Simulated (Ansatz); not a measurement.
Ba:
```
CELL_PARAMETERS angstrom
      0.00000     3.08131     3.08131
      3.08131     0.00000     3.08131
      3.08131     3.08131     0.00000
ATOMIC_POSITIONS crystal
  Ba 0.00000 0.00000 0.00000
```

Relaxed with PBEsol. Special points in fractions of this cell's reciprocal vectors: Γ (0.000, 0.000, 0.000); X (0.500, 0.000, 0.500); U (0.625, 0.250, 0.625); K (0.375, 0.375, 0.750); L (0.500, 0.500, 0.500); W (0.500, 0.250, 0.750).

Problem. List the band energies nearest the Fermi level at these points for plane-wave PAW PBEsol (Ansatz code).

Solution. In eV from the Fermi level; about four levels below and three above (degenerate sets whole), none deeper than 8.9 eV; points with the same levels are listed once.

```
k        below                above
-  -----------  -------------------
Γ        -2.83       1.85 1.85 1.85
X  -0.90 -0.25  2.31 4.92 5.09 5.09
U        -0.34       0.19 1.46 3.22
L        -1.00       1.28 1.69 1.69
W        -0.10       0.77 0.77 2.25
```

Space group Fm-3m (fcc (Cu type)). The first step of the workflow began from a Materials Project structure, measured or hypothetical; the Crystallography Open Database copy checked does not list it. It is not the phase usual at ambient conditions (space group No. 229). The cell was relaxed with PBEsol under the symmetry of its start; whether a distortion lowers the energy is not shown. Scalar-relativistic: spin–orbit coupling is off unless named, which matters more the heavier the elements.

Potentials: the later of the program's two PAW sets.
